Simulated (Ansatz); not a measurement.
TiCd, DFT, PBEsol, all-electron LAPW, scalar-relativistic (Ansatz 0.2.0), run on 1 thread of Intel(R) Xeon(R) 6975P-C (Granite Rapids) on a shared host.

The cell comes from COD entry 1525204, which wasn't checked; take it as a given geometry.

Command: `ansatz run input.yaml --threads 1 --pin off --max-ram 4096MiB --backend cpu --events-out ev --progress --plain --runs-dir out`

```yaml
crystal:
  lattice:
    - [2.904, 0.0, 0.0]
    - [0.0, 2.904, 0.0]
    - [0.0, 0.0, 8.954]
  atoms:
    - { symbol: Ti, position: [0.0, 0.5, 0.608] }
    - { symbol: Ti, position: [0.5, 0.0, 0.392] }
    - { symbol: Cd, position: [0.0, 0.5, 0.13] }
    - { symbol: Cd, position: [0.5, 0.0, 0.87] }
kpoints:
  mp_grid: { grid: [11, 11, 4] }
  band_path:
    path:
      - [0.0, 0.0, 0.0]
      - [0.0, 0.5, 0.0]
      - [0.5, 0.5, 0.0]
      - [0.0, 0.0, 0.0]
      - [0.0, 0.0, 0.5]
      - [0.0, 0.5, 0.5]
      - [0.5, 0.5, 0.5]
      - [0.0, 0.0, 0.5]
      - [0.0, 0.5, 0.0]
    npoints: 14
scf:
  occupations: { method: fermi_dirac, width: 0.08 }
hamiltonian:
  xc: pbesol
  pseudopotentials: { kind: all_electron, lapw: { basis_error: 0.001 } }
output:
  forces: true
  stress: true
  eigenvalues: true
  fatbands: true
  populations: true
  dos: { projected: true, de: 0.2, e_range: [-14, 8] }
```

Problem. How large is the problem that the program sets up?

Solution. 63 irreducible k-points, 627 plane waves at Γ, 39 bands.

Problem. About how long does it take, and how much memory does it use?

Solution. 44 s of wall time for 11 SCF iterations, with a peak of 0.63 GiB. Times on shared machines scatter by tens of per cent.

Problem. And the same cell and mesh by frozen-core PAW, asked for forces, stress, eigenvalues, efg, populations, bader, dos, write_density, write_potential, elf and the same band path, on the same hardware?

Solution. 25 s, peak memory 0.58 GiB.

Problem. And the same cell and mesh by crystal-made all-electron datasets, asked for forces, stress, eigenvalues, efg and the same band path, on the same hardware?

Solution. 20 s, peak memory 0.7 GiB.
